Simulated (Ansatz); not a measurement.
Na (bcc (W type), space group No. 229) at seven volumes, DFT-PBE in the program Ansatz with PAW potentials, scaled uniformly. One row is withheld.

```tsv
V (Å³/atom)	P (GPa)
33.639	?
34.748	0.54
35.857	0.25
36.966	0.00
38.075	-0.22
39.184	-0.41
40.293	-0.57
```

Q: Fit the shown pressures and predict the withheld one.

A: P = (3/2)B₀(x^(7/2) − x^(5/2))[1 + (3/4)(B′ − 4)(x − 1)] with x = (V₀/V)^(2/3). Least squares on the six rows gives V₀ = 36.958 Å³/atom, B₀ = 7.8 GPa, B′ = 3.80. At V = 33.639, x = 1.0647 and P = 0.88 GPa. The run itself gave 0.87 GPa.

Space group Im-3m (bcc (W type)). Symmetry was held in the PBE relaxation.

Potentials: the earlier of the program's two PAW sets.
